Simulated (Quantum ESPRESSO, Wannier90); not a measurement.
SnTe (rock salt), plane waves to Wannier functions

```
begin unit_cell_cart
ang
    0.0000000000    3.1858150000    3.1858150000
    3.1858150000    0.0000000000    3.1858150000
    3.1858150000    3.1858150000    0.0000000000
end unit_cell_cart
begin atoms_frac
Sn   0.0000000000  0.0000000000  0.0000000000
Te   0.5000000000  0.5000000000  0.5000000000
end atoms_frac
```

Cell from Materials Project (mp-1883), symmetrised, no further relaxation. COD (Crystallography Open Database) has an entry of this formula and space group (matched by these alone). Computed values, not measurements, from PBEsol: Quantum ESPRESSO (norm-conserving PseudoDojo potentials, cutoff 66 Ry, no spin polarisation, no spin-orbit coupling) on a Γ-centred 8×8×8 mesh, then Wannier90. Density: 8×8×8 mesh, cold smearing 0.01 Ry. Spin-orbit coupling is left out although heavy elements are present.

Functional, cutoff and mesh named above are those of the base row (PBEsol); the first column says what each row takes instead. Model: 8 functions from bands 11-25, start hydrogen-like Sn: s;p; Te: s;p, disentangled but not localised (num_iter = 0), frozen window tied to the conduction edge or Fermi level of each row, as listed, which moves Ω_I and hoppings a little by itself. Energies are relative to the Fermi level; the misfit is to pw.x on a path, for states up to 1.0 eV relative to the Fermi level. The functional changes, each with its own PseudoDojo files and their cutoffs, on the same cell. The disentangled Ω_I can sit in another minimum from row to row.

```csv
functional,frozen to (eV),Ω_I (Å²),rms misfit (meV),bottom of band 11 (eV),on-site Sn1 pz minus Sn1 s (eV),"hopping modulus Te2 pz – Sn1 pz, R = 0 0 1 (eV)","hopping modulus Te2 pz – Sn1 s, R = 0 0 1 (eV)","hopping modulus Te2 s – Sn1 s, R = 0 0 1 (eV)"
LDA,1.50,12.87,4.2,-12.59,7.03,1.899,1.131,0.536
PBE,1.50,13.11,4.3,-12.61,6.94,1.912,1.142,0.546
PBEsol,1.50,13.10,4.5,-12.59,6.94,1.913,1.143,0.544
```
